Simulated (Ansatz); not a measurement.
# Be3Rh: how the energy converges with the cutoff

Be3Rh, I4/mmm, a = 3.233 Å, c = 7.275 Å. The structure is a Materials Project entry; whether it is the stable form wasn't checked. Ansatz: PBEsol, PAW, cutoff varied, Γ-centred 18×18×18 mesh on 4 atoms, Gaussian smearing 0.10 eV; no spin polarisation. Single points at one geometry, the cutoff alone changed; ΔE is the energy at zero smearing over the run at 500 eV. The runs up to 350 eV lie under the cutoff recommended for these PAW datasets.

| cutoff (eV) | ΔE (meV/atom) |
| --- | --- |
| 250 | ? |
| 300 | 51.20 |
| 350 | 4.52 |
| 420 | 0.52 |

Question: Assume ΔE falls exponentially with the cutoff, fit y = ln ΔE against x, the cutoff in eV, to the other rows, and predict the missing value.

Answer: y = 3.936, 1.509, -0.654. Means x = 356.7, y = 1.5970; Σ(Δx)² = 7267, ΣΔxΔy = -274.5; the slope is their ratio. y = 15.07 − 0.03778 x, a factor of ten per 61 eV. At 250 eV this gives ΔE = 277.27 meV/atom. The run gave 435.30, a ratio of 0.64. Between neighbouring rows the decay runs from a factor of ten per 47 eV to one per 75 eV, so one exponential is only a rough guide.